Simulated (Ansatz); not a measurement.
Consider a crystal of Ba2ReTe4 in space group P6/mmm (No. 191), with Ba on 2d; Re on 1b; Te on 3f and 1a.

These are results of DFT PBE, scalar-relativistic, plane waves, PAW (Ansatz 0.2.0), not measurements. Cutoff 420 eV, Γ-centred mesh, Gaussian smearing, collinear spin.

Formation energies are uncorrected and refer to the elements' standard structures at the same level.

Q: Give the relaxed lattice parameters and positions.

A:

Space group P6/mmm (No. 191). a = 8.133 Å, b = 8.133 Å, c = 5.025 Å, α = 90.00°, β = 90.00°, γ = 120.00°
```
atom  site  symmetry       x       y       z
  Ba    2d      -6m2  0.3333  0.6667  0.5000
  Re    1b     6/mmm  0.0000  0.0000  0.5000
  Te    3f       mmm  0.5000  0.0000  0.0000
  Te    1a     6/mmm  0.0000  0.0000  0.0000
```

Ba is surrounded by 6 Te at 3.44 Å; Re has 2 Te at 2.51 Å; around Te on a site of symmetry mmm lie 4 Ba at 3.44 Å; Te on a site of symmetry 6/mmm is surrounded by 2 Re at 2.51 Å. Another local minimum with the same sites may exist.

Q: And its energy and gap?

A: The formation energy is −0.04 eV/atom. The gap on the 6×6×8 mesh of the 7-atom cell is 0 eV (a metal). The net moment per atom is 0.39 μB and the moment by site is Re 1.9 μB. Whether it is stable depends on the other phases of the system, which aren't compared here.

The last run used collinear spin and Gaussian smearing of 0.10 eV. Spin–orbit coupling, which can matter for Re and Te, is left out. The reference form of Te is held partly by dispersion forces, which this level lacks. Another magnetic order may lie lower. Symmetry constrained the relaxation, so the result can be a saddle point. Site moments count only spheres around the atoms; the net moment includes the space between them.
